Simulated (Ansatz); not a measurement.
One crystal and one scan (frozen-phonon scan) at two levels, PBE (plane waves to 420 eV, PAW, scalar-relativistic; Ansatz, a quantum-chemistry and plane-wave program) and r2SCAN (plane waves to 500 eV, PAW, scalar-relativistic; Ansatz), each from its own relaxed cell and on its own mesh. The cell shown is that of PBE.

SiC (zinc blende)

```
CELL_PARAMETERS angstrom
      0.00000     2.18988     2.18988
      2.18988     0.00000     2.18988
      2.18988     2.18988     0.00000
ATOMIC_POSITIONS crystal
  C  0.75000 0.75000 0.75000
  Si 0.00000 0.00000 0.00000
```

A phonon eigenvector at Γ is frozen into this cell: atom i moves by Q times the vector below, so Q is the largest atomic displacement, in Å. The cell is held. It is one choice among 3 degenerate patterns.

```json
[
 {"atom": "C1", "x": "0.000", "y": "0.000", "z": "-1.000"},
 {"atom": "Si2", "x": "0.000", "y": "0.000", "z": "0.428"}
]
```

SiC was relaxed with its symmetry unable to fall. Percentages come from the unrounded values. Both scans cover Q from -0.280 to 0.280 Å.

Results of PBE:

| Item | Result |
|---|---|
| Lattice constant a (Å) | 4.380 |
| Energy at Q = 0.280 Å (meV/cell) | 1338 |
| Harmonic wavenumber from the curvature (finite differences) (cm⁻¹ (negative: imaginary)) | 775 |
| Space group of the distorted cell | Imm2 (No. 44), lowered from F-43m |
| Symmetry of the curve | even: the same for both signs |
| Shape of the curve | a single well with its minimum at or next to zero displacement |

Problem. Estimate the r2SCAN values.

Solution. 
```
quantity                                                                                  r2SCAN     PBE − r2SCAN
----------------------------------------------------------------------------------------  ------  ---------------
Lattice constant a (Å)                                                                     4.356  +0.024 (+0.5 %)
Energy at Q = 0.280 Å (meV/cell)                                                            1422     -84 (-5.9 %)
Harmonic wavenumber from the curvature (finite differences) (cm⁻¹ (negative: imaginary))     799     -24 (-3.0 %)
```

PBE gives the higher value for: lattice constant a. PBE gives the lower value for: energy at Q = 0.280 Å; harmonic wavenumber from the curvature. Both give the same space group of the distorted cell: Imm2 (No. 44), lowered from F-43m. Neither level is exact: the differences show how much the result hangs on the functional.

(A displaced cell: forces are minus the slopes of the energy, force constants its curvatures, and phonons follow from these.)
